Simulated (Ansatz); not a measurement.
**Rocksalt alloy of MgO and CdO (24 of 32 Mg sites exchanged), 64 atoms**

Ansatz, PAW, plane waves. PBEsol relaxation of volume and atoms (shape held) at the single k point (½, ½, ½); single points on the relaxed atoms at the Γ point alone, onto which points of the small cell's zone fold. Arrangement: random. No spin–orbit coupling unless named.

Relaxed structure:

```cif
data_structure
_symmetry_space_group_name_H-M 'P 1'
_symmetry_Int_Tables_number 1
_cell_length_a 9.1860
_cell_length_b 9.1860
_cell_length_c 9.1860
_cell_angle_alpha 90.000
_cell_angle_beta 90.000
_cell_angle_gamma 90.000
_cell_volume 775.14
loop_
_atom_site_label
_atom_site_type_symbol
_atom_site_fract_x
_atom_site_fract_y
_atom_site_fract_z
_atom_site_occupancy
O1 O 0.23625 0.98381 0.00419 1
O2 O 0.24771 0.98207 0.49670 1
O3 O 0.24848 0.51643 0.01409 1
O4 O 0.24976 0.51594 0.48601 1
O5 O 0.76351 0.99523 0.01455 1
O6 O 0.75166 0.98456 0.48651 1
O7 O 0.75316 0.50400 0.00357 1
O8 O 0.75130 0.51885 0.49660 1
O9 O 0.00207 0.23364 0.00084 1
O10 O 0.00014 0.24752 0.50094 1
O11 O 0.01353 0.76131 0.99913 1
O12 O 0.00597 0.75062 0.50239 1
O13 O 0.49900 0.24857 0.01114 1
O14 O 0.49976 0.24960 0.48863 1
O15 O 0.48563 0.75141 0.98600 1
O16 O 0.49683 0.75064 0.51149 1
O17 O 0.98689 0.00081 0.23798 1
O18 O 0.99756 0.99939 0.76700 1
O19 O 0.01341 0.49638 0.24915 1
O20 O 0.00030 0.49849 0.75269 1
O21 O 0.51180 0.01322 0.24827 1
O22 O 0.50041 0.98982 0.75181 1
O23 O 0.49012 0.48624 0.24909 1
O24 O 0.49973 0.51059 0.75084 1
O25 O 0.26417 0.26168 0.25079 1
O26 O 0.25358 0.25143 0.74921 1
O27 O 0.25421 0.73855 0.25166 1
O28 O 0.26278 0.74850 0.74443 1
O29 O 0.73638 0.23913 0.25190 1
O30 O 0.74591 0.24946 0.74796 1
O31 O 0.74525 0.76086 0.26367 1
O32 O 0.73418 0.75107 0.73516 1
Mg1 Mg 0.00013 0.99540 0.00416 1
Mg2 Mg 0.25002 0.74995 0.00285 1
Mg3 Mg 0.25318 0.74752 0.50008 1
Mg4 Mg 0.74239 0.75282 0.49978 1
Mg5 Mg 0.25354 0.50290 0.25038 1
Mg6 Mg 0.74944 0.99870 0.25031 1
Mg7 Mg 0.50006 0.24968 0.24973 1
Mg8 Mg 0.49634 0.75039 0.74741 1
Cd1 Cd 0.99846 0.99630 0.49846 1
Cd2 Cd 0.00349 0.50156 0.00230 1
Cd3 Cd 0.00156 0.50251 0.49893 1
Cd4 Cd 0.49928 0.99794 0.00188 1
Cd5 Cd 0.50039 0.99800 0.49836 1
Cd6 Cd 0.49724 0.50164 0.00138 1
Cd7 Cd 0.49877 0.50230 0.49840 1
Cd8 Cd 0.24985 0.24971 0.00363 1
Cd9 Cd 0.25119 0.25252 0.49694 1
Cd10 Cd 0.75052 0.24596 0.00322 1
Cd11 Cd 0.74860 0.24735 0.49717 1
Cd12 Cd 0.74875 0.75253 0.99925 1
Cd13 Cd 0.25028 0.99854 0.24936 1
Cd14 Cd 0.24888 0.99540 0.75204 1
Cd15 Cd 0.25123 0.50423 0.75038 1
Cd16 Cd 0.74972 0.99659 0.75031 1
Cd17 Cd 0.74816 0.49973 0.25180 1
Cd18 Cd 0.74866 0.50341 0.74812 1
Cd19 Cd 0.00031 0.24769 0.24916 1
Cd20 Cd 0.99984 0.24750 0.75242 1
Cd21 Cd 0.00065 0.75042 0.25078 1
Cd22 Cd 0.00113 0.75087 0.75040 1
Cd23 Cd 0.49970 0.24977 0.75040 1
Cd24 Cd 0.49884 0.75018 0.25065 1
```

(1) What are the mean bond lengths by pair (pairs within 1.2 times the sum of covalent radii, less contacts 15 % beyond the pair's median; cation–cation pairs of compounds aside; long ionic contacts are cut short by that bound)?

(2) What gap lies between the top filled and the lowest empty level in the single points?

Results:

(1) Cd–O 2.334 ± 0.061 Å (standard deviation, 144 bonds); Mg–O 2.195 ± 0.056 Å (standard deviation, 48 bonds).

(2) HSE06 1.35 eV (6.1 min on 7 threads of Neoverse-V2).
